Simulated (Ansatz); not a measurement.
B$_{2}$Ir:
```
B2Ir
1.0
    3.04774     0.00000     0.00000
   -1.52387     2.63942     0.00000
    0.00000     0.00000     7.00636
Ir B
2 4
Direct
  0.66667   0.33333   0.75000
  0.33333   0.66667   0.25000
  0.66667   0.33333   0.44003
  0.33333   0.66667   0.55997
  0.33333   0.66667   0.94003
  0.66667   0.33333   0.05997
```

Relaxed with PBEsol. Special points in fractions of this cell's reciprocal vectors: Γ (0.000, 0.000, 0.000); M (0.500, 0.000, 0.000); K (0.333, 0.333, 0.000); A (0.000, 0.000, 0.500); L (0.500, 0.000, 0.500); H (0.333, 0.333, 0.500).

Problem. List the band energies nearest the Fermi level at these points for plane-wave PAW PBEsol (Ansatz code).

Solution. In eV from the Fermi level; about four levels below and three above (degenerate sets whole), none deeper than 8.9 eV; points with the same levels are listed once.

| k | below | above |
|---|---|---|
| Γ | -4.64 -4.64 -3.05 -3.04 -3.04 | 1.36 1.36 3.58 3.58 |
| M | -3.12 -3.09 -1.25 -0.76 | 0.00 0.38 3.22 |
| K | -3.64 -3.64 -2.66 -1.39 -1.39 | 1.67 1.67 2.26 |
| A | -3.74 -3.74 -3.74 -3.74 | 2.29 2.29 2.29 2.29 |
| L | -2.73 -2.73 -1.40 -1.40 | 0.21 0.21 0.65 0.65 |
| H | -1.18 -1.18 -1.05 -1.05 | 2.27 2.27 5.03 5.03 |

Space group P6_3/mmc. The start of the workflow was typed in or built on a structure type; neither database checked (COD, Materials Project) lists it. Whether it is the stable phase at ambient conditions was not checked. The cell was relaxed with PBEsol under the symmetry of its start; its stability against distortions is not shown here. The run is not spin-polarised. Spin–orbit coupling is left out wherever it is not named.

Potentials: the earlier of the program's two PAW sets. The files were generated under PBE; for other functionals the program regenerates the frozen cores, and for LDA and PBEsol the local potential too.
